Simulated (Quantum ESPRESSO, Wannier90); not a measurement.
## CaSe (rock salt), plane waves to Wannier functions

Cell from Materials Project (mp-1415), symmetrised, no further relaxation. COD (Crystallography Open Database) has an entry of this formula and space group (matched by these alone). Computed values, not measurements, from PBEsol: Quantum ESPRESSO (norm-conserving PseudoDojo potentials, cutoff 69 Ry, no spin polarisation, no spin-orbit coupling) on a Γ-centred 10×10×10 mesh, then Wannier90. Density: 10×10×10 mesh, cold smearing 0.01 Ry. Spin-orbit coupling, left out, would split the p-like bands by a few tenths of an eV.

```
begin unit_cell_cart
ang
    0.0000000000    2.9702400000    2.9702400000
    2.9702400000    0.0000000000    2.9702400000
    2.9702400000    2.9702400000    0.0000000000
end unit_cell_cart
mp_grid = 10 10 10
```

Neighbour vectors b of the finite-difference formula (Å⁻¹), by shell:

| shell | b_x | b_y | b_z |
|---|---|---|---|
| 1 | 0.10577 | 0.10577 | -0.10577 |
| 1 | 0.10577 | -0.10577 | 0.10577 |
| 1 | -0.10577 | 0.10577 | 0.10577 |
| 1 | 0.10577 | 0.10577 | 0.10577 |
| 1 | -0.10577 | -0.10577 | 0.10577 |
| 1 | -0.10577 | 0.10577 | -0.10577 |
| 1 | 0.10577 | -0.10577 | -0.10577 |
| 1 | -0.10577 | -0.10577 | -0.10577 |

**Question.** Find the weights w_b from the completeness condition Σ_b w_b b_α b_β = δ_αβ.

**Answer.** Shell 1: Σ b_x² = 0.089, Σ b_y² = 0.089, Σ b_z² = 0.089 Å⁻²
Each of the three diagonal sums, weighted, has to give 1 and the off-diagonal ones 0, which holds for w_1 = 11.2 Å². Check on xx: 11.17×0.089 = 0.99.

On this mesh the 4 functions of bands 10-13 (valence bands; start: SCDM (isolated), conv_tol = 1.0e-6) end with spreads 1.9621, 1.9614, 1.9644, 1.9688 Å², Ω_I = 6.6624 Å² and Ω_D = 0.0001 Å².

Ω_total is the sum of the spreads, 7.857 Å². Ω_OD = Ω_total − Ω_I − Ω_D = 1.194 Å². Only (Ω_D + Ω_OD)/Ω_total = 15.2 % depends on the gauge, and another start could lower the total by that share at most. The rms radius is √(Ω_total/4) = 1.40 Å.
